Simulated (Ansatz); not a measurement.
Input:

MoN₂:
Space group P4/mbm (No. 127); a = 4.319 Å, b = 4.319 Å, c = 2.739 Å, α = 90.00°, β = 90.00°, γ = 90.00°

```json
[
 {"atom": "Mo", "site": "2a", "symmetry": "4/m..", "x": "0.0000", "y": "0.0000", "z": "0.0000"},
 {"atom": "N", "site": "4h", "symmetry": "m.2m", "x": "0.3879", "y": "0.1121", "z": "0.5000"}
]
```

This is the r²SCAN-relaxed structure.

Q: All from r²SCAN in the plane-wave PAW code Ansatz, unless another level is named. Estimate the electronic character.

A: metallic (no gap).

Q: Predict the formation energy from the elements (no fitted shifts).

A: 0.032 eV/atom.

Q: What about the density of states at the Fermi level?

A: 0.27 states/eV per atom (mean over ±0.08 eV).

Q: What about the gap with spin–orbit coupling?

A: none (metallic).

The first step of the workflow began from a Materials Project structure, measured or hypothetical; the Crystallography Open Database copy checked does not list it. Its standing as an ambient phase is unchecked. The r²SCAN relaxation kept the symmetry of its start; whether a distortion lowers the energy is not shown. The run is not spin-polarised. The references are the lowest solids computed at this level, not always the standard phases (solids in place of the gases). Spin–orbit coupling is left out wherever it is not named.

Potentials: the later of the program's two PAW sets.
